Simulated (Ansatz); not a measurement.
**CuS (zincblende structure)**

The computed numbers are results of PBEsol, scalar-relativistic (collinear spin) in the plane-wave PAW code Ansatz at 420 eV, Γ-centred 10×10×10 mesh, 0.05 eV Gaussian smearing. The datasets are Ansatz's generated set soft_2.

```
CELL_PARAMETERS angstrom
0.00000 2.56211 2.56211
2.56211 0.00000 2.56211
2.56211 2.56211 0.00000
ATOMIC_POSITIONS crystal
Cu 0.00000 0.00000 0.00000
S 0.25000 0.25000 0.25000
```

This is a trial structure; measured cells of the compound in the Crystallography Open Database are in space groups Cmcm, P63/mmc.

The cell is relaxed to zero pressure at this level.

```yaml
Space_group: F-43m (No. 216)
Volume: 16.82 Å³/atom
Band_gap: zero (metallic)
Density_of_states_at_the_Fermi_level: 0.84 states/(eV·atom)
Formation_energy_from_the_elements_0_K_uncorrected: -0.22 eV/atom
Bulk_modulus_Birch–Murnaghan: 99 GPa
Pressure_derivative_B0′: 4.6
```

Problem. What does PBEsol give for the site spin moments?

Solution. none.

The calculation's cell holds 25 valence electrons, an odd number. Without magnetic order each band takes two, so one stays part-filled and the crystal must be a metal. (Only strong correlation, outside this picture, could make a Mott insulator of it.)

The starting moments died out; a magnetic state reached from other starts isn't excluded. No antiparallel order was tried, and in such compounds it can hold moments and open a gap where a parallel start collapses.
